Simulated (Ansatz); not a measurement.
This run works on a generated trial structure, not on a known crystal.

Input and command of a plane-wave DFT calculation in Ansatz:

```yaml
crystal:
  lattice:
    - [6.21010635, 0.0, 0.0]
    - [-3.10505317, 5.37810986, 0.0]
    - [0.0, 0.0, 3.4002896]
  atoms:
    - { symbol: Hf, position: [0.66666667, 0.33333333, 0.0] }
    - { symbol: Hf, position: [0.33333333, 0.66666667, 0.0] }
    - { symbol: Mn, position: [0.0, 0.0, 0.0], spin: 4.0 }
    - { symbol: S, position: [0.5, 0.5, 0.5] }
    - { symbol: S, position: [0.5, 0.0, 0.5] }
    - { symbol: S, position: [0.0, 0.5, 0.5] }
basis:
  ecutwfc: 420
kpoints:
  mp_grid: { grid: [3, 3, 5] }
hamiltonian:
  xc: pbe
scf:
  occupations: { method: gaussian, width: 0.2 }
  lower_state_search: "off"
output:
  forces: true
  stress: true
  eigenvalues: true
  populations: true
magnetization:
  spin_polarized: true
relax:
  adjacent_minimum: "off"
  f_tol: 0.08
  max_steps: 16
  cell: { stress_tol: 0.8 }
```

```bash
ansatz run input.yaml --threads 1 --pin off --max-ram 2560MiB --backend cpu --events-out ev --progress --plain --runs-dir out
```

Processor: Intel(R) Xeon(R) Processor @ 2.50GHz (Skylake/Cascade Lake), 1 thread, on a host shared with other jobs.

Estimate time, memory and problem size.

About 66 s, peak memory 0.52 GiB. It solves 54 bands at 9 k points (after reduction by symmetry) with about 2483 plane waves (on the last cell), in 39 SCF iterations over 4 ionic steps.
